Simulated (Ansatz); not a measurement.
HfO2 (fluorite)

```
CELL_PARAMETERS angstrom
      0.00000     5.09760     5.09760
      2.54880     2.54880     5.09760
      2.54880     2.54880     0.00000
ATOMIC_POSITIONS crystal
  Hf 0.00000 0.00000 0.00000
  Hf 0.50000 0.00000 0.00000
  O  0.00000 0.25000 0.25000
  O  0.50000 0.25000 0.25000
  O  0.00000 0.75000 0.75000
  O  0.50000 0.75000 0.75000
```

A phonon eigenvector at X = (0.5, 0.5, 0.0) is frozen into this cell: atom i moves by Q times the vector below, so Q is the largest atomic displacement, in Å. The cell is held. It is one choice among 2 degenerate patterns. (q is in reciprocal vectors of the primitive cell; the cell shown is doubled to hold the pattern.)

| atom | x | y | z |
|---|---|---|---|
| Hf1 | 0.001 | 0.000 | 0.000 |
| Hf2 | -0.001 | 0.000 | 0.000 |
| O3 | 0.000 | -1.000 | 0.000 |
| O4 | 0.000 | 1.000 | 0.000 |
| O5 | 0.000 | -1.000 | 0.000 |
| O6 | 0.000 | 1.000 | 0.000 |

Calculation: PBE (plane waves to 420 eV, PAW, scalar-relativistic; Ansatz, a program for electronic structure). k mesh 11×11×11 (Γ-centred), Fermi-Dirac smearing 0.05 eV. E stands for the smeared free energy. Compression counts positive. HfO2 is run without spin polarisation. HfO2 was relaxed with its symmetry unable to fall. Spin-orbit coupling is left out, though Hf is heavy. This is a high-temperature form of HfO2. ΔE is measured from the undisplaced structure.

Q: Estimate the ΔE (meV/cell) and P (GPa) for Q (Å) = -0.233, -0.093, -0.047, 0.047, 0.093, 0.140, 0.187, 0.233.

A: 
```json
[
 {"Q (Å)": "-0.233", "ΔE (meV/cell)": "2155", "P (GPa)": "10.9"},
 {"Q (Å)": "-0.093", "ΔE (meV/cell)": "312", "P (GPa)": "1.6"},
 {"Q (Å)": "-0.047", "ΔE (meV/cell)": "77", "P (GPa)": "0.4"},
 {"Q (Å)": "0.047", "ΔE (meV/cell)": "77", "P (GPa)": "0.4"},
 {"Q (Å)": "0.093", "ΔE (meV/cell)": "312", "P (GPa)": "1.6"},
 {"Q (Å)": "0.140", "ΔE (meV/cell)": "720", "P (GPa)": "3.7"},
 {"Q (Å)": "0.187", "ΔE (meV/cell)": "1323", "P (GPa)": "6.8"},
 {"Q (Å)": "0.233", "ΔE (meV/cell)": "2155", "P (GPa)": "10.9"}
]
```

(A displaced cell: forces are minus the slopes of the energy, force constants its curvatures, and phonons follow from these.)
